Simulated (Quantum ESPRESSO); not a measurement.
## Calculated data, Ge$_{6}$BN (made-up cell)

All values are calculated (Quantum ESPRESSO 7.5). Calculation on a made-up crystal cell, not a measurement: periodic Kohn-Sham density functional theory in plane waves with PseudoDojo standard norm-conserving scalar-relativistic pseudopotentials, each functional with its own files (v0.5 for PBE, v0.4.1 for LDA and PBEsol), no spin polarisation, no spin-orbit coupling, atoms not relaxed, stress positive in tension, energies less a fixed whole-eV offset for each atom's element; levels are Kohn-Sham levels at fractions of this cell's reciprocal vectors, counted from the reference band (half the neutral cell's valence electrons, rounded up) at Gamma; error bars cover cutoff and k-mesh only, not smearing or the files; added strain carries the atoms with the cell, and shear is the tensor component; each bar is the largest change over components, and at least 0.002 eV, 0.002 eV per angstrom or 0.02 GPa; energies are for the whole cell, and the offsets were chosen from early runs and are not element reference energies.

```cif
# cell vector a (Å): 5.8412 0.0422 -0.0044
# cell vector b (Å): 0.0422 5.7750 0.0027
# cell vector c (Å): -0.0044 0.0027 5.9950
data_Ge6BN
_symmetry_space_group_name_H-M 'P 1'
_symmetry_Int_Tables_number 1
_cell_length_a 5.8414
_cell_length_b 5.7752
_cell_length_c 5.9950
_cell_angle_alpha 89.948
_cell_angle_beta 90.085
_cell_angle_gamma 89.167
_cell_volume 202.22
loop_
_atom_site_label
_atom_site_type_symbol
_atom_site_fract_x
_atom_site_fract_y
_atom_site_fract_z
_atom_site_occupancy
N1 N 0.00208 0.99267 0.01148 1
Ge1 Ge 0.00648 0.50813 0.50271 1
Ge2 Ge 0.51143 0.00303 0.49282 1
B1 B 0.49713 0.50899 0.99783 1
Ge3 Ge 0.23924 0.24960 0.24567 1
Ge4 Ge 0.23918 0.75051 0.74754 1
Ge5 Ge 0.74850 0.24890 0.75310 1
Ge6 Ge 0.76154 0.75593 0.25506 1
_calc_lattice_type 'zincblende/diamond'
_calc_functional 'pbe'
_calc_cutoff 1143  # eV
_calc_fermi_dirac_smearing 0.1  # eV
_calc_scf_tolerance 1e-07  # eV
_calc_electrons_removed 0
_calc_added_strain_kind 'uniform'
_calc_added_strain -0.0105
_calc_k_mesh '6 x 6 x 6, shifted by half a step'
_calc_structure_shown 'before the added strain of -0.0105'
_calc_pressure ?
```

Atoms:
```csv
atoms element,atom site,atom energy offset (eV)
N,1,-283
Ge,2,-2430
Ge,3,-2430
B,4,-79
Ge,5,-2430
Ge,6,-2430
Ge,7,-2430
Ge,8,-2430
```

Question: What pressure does the calculation give for Ge$_{6}$BN (made-up cell)?
Answer: -10.07 GPa

Question: Give the table of forces values for Ge$_{6}$BN (made-up cell).
Answer: 
Forces:
```csv
site,x (eV/Å),y (eV/Å),z (eV/Å)
1,-0.07184,0.1567,-0.04574
2,-0.4981,-0.6623,0.0283
3,-0.6399,0.07716,0.3536
4,0.03226,-0.14,-0.09856
5,0.6042,0.01826,-1.765
6,1.166,0.2503,2.14
7,-0.2358,0.6132,1.711
8,-0.3572,-0.3133,-2.323
```

Further results for Ge$_{6}$BN (made-up cell):

| Property | Result |
| --- | --- |
| free energy less offsets | 2.691 eV |
| smearing term minus ts | -0.1007 eV |
| scf iterations | 12 |
| stress xx | 9.673 GPa |
| stress yy | 9.108 GPa |
| stress zz | 11.44 GPa |
| stress yz | -0.8342 GPa |
| stress xz | -0.5633 GPa |
| stress xy | 0.9602 GPa |
| fermi level | -0.1181 eV |
| reference band | 46 |
| error bar energy | 0.002916 eV |
| error bar stress | 0.02 GPa |
| error bar force | 0.009428 eV/Å |
| error bar next band up | 0.002 eV |
| error bar fermi level | 0.003551 eV |
| error bars from | tighter rerun of this cell |

Levels:
```csv
level k point,next band up (eV)
Gamma,0.1872
"(1/2,1/2,1/2)",-0.1668
"(0.15,0,0)",0.05676
"(0,0.15,0)",0.05161
"(0,0,0.15)",0.0734
```
